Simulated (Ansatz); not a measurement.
TiNF:
```
TiNF
1.0
   -1.93527     1.93527     4.95863
    1.93527    -1.93527     4.95863
    1.93527     1.93527    -4.95863
Ti N F
2 2 2
Direct
  0.59836   0.09836   0.50000
  0.84836   0.84836   0.00000
  0.66797   0.66797   0.00000
  0.41797   0.91797   0.50000
  0.85867   0.35867   0.50000
  0.10867   0.10867   0.00000
```

Relaxed with r²SCAN.

Q: Map the electron localisation function on the plane through (0.598, 0.098, 0.500) spanned by u = [1, 1, 0] and v = [1, 0, 1] in lattice vectors, from r²SCAN in the plane-wave PAW code Ansatz.

A: x is the fraction of u, y of v (the angle between them is 90°; rows are the nearest grid lines); atoms in the plane: Ti at (0.00, 0.00), Ti at (0.75, 0.50), N at (0.57, 0.50), N at (0.82, 0.00), F at (0.26, 0.00), F at (0.01, 0.50).
```
y \ x   0.000  0.100  0.175  0.275  0.375  0.450  0.550  0.625  0.725  0.825  0.900   1.00
------  -----  -----  -----  -----  -----  -----  -----  -----  -----  -----  -----  -----
1.00    0.007  0.222  0.650  0.500  0.341  0.004  0.007  0.018  0.778  0.042  0.557  0.007
0.947   0.101  0.174  0.625  0.636  0.302  0.005  0.016  0.025  0.763  0.206  0.539  0.101
0.842   0.687  0.035  0.392  0.814  0.080  0.022  0.334  0.239  0.425  0.815  0.444  0.687
0.789   0.267  0.023  0.201  0.705  0.025  0.071  0.597  0.510  0.125  0.765  0.340  0.267
0.684   0.690  0.222  0.017  0.103  0.010  0.323  0.808  0.774  0.516  0.135  0.074  0.690
0.632   0.801  0.471  0.008  0.018  0.012  0.438  0.780  0.814  0.692  0.230  0.078  0.801
0.526   0.479  0.664  0.007  0.006  0.018  0.546  0.258  0.799  0.204  0.699  0.160  0.479
0.474   0.480  0.664  0.007  0.006  0.018  0.546  0.256  0.799  0.203  0.697  0.161  0.480
0.368   0.801  0.471  0.008  0.018  0.012  0.438  0.780  0.814  0.692  0.230  0.078  0.801
0.316   0.690  0.222  0.017  0.103  0.010  0.322  0.808  0.774  0.516  0.134  0.074  0.690
0.211   0.267  0.023  0.201  0.705  0.025  0.071  0.597  0.510  0.125  0.765  0.341  0.267
0.158   0.687  0.035  0.391  0.814  0.080  0.022  0.334  0.239  0.425  0.815  0.444  0.687
0.0526  0.101  0.174  0.626  0.636  0.303  0.005  0.016  0.025  0.763  0.205  0.539  0.101
0.000   0.007  0.222  0.650  0.500  0.341  0.004  0.007  0.018  0.778  0.042  0.557  0.007
```

The density is the valence pseudo-density with augmentation charge, so density and ELF within about 1 Å of a nucleus are not all-electron values.

Space group I4_1md. The first step of the workflow began from a Materials Project structure, measured or hypothetical; the Crystallography Open Database copy checked does not list it. Its standing as an ambient phase is unchecked. The r²SCAN relaxation kept the symmetry of its start; its stability against distortions is not shown here. No spin polarisation was allowed.

Potentials: the later of the program's two PAW sets.
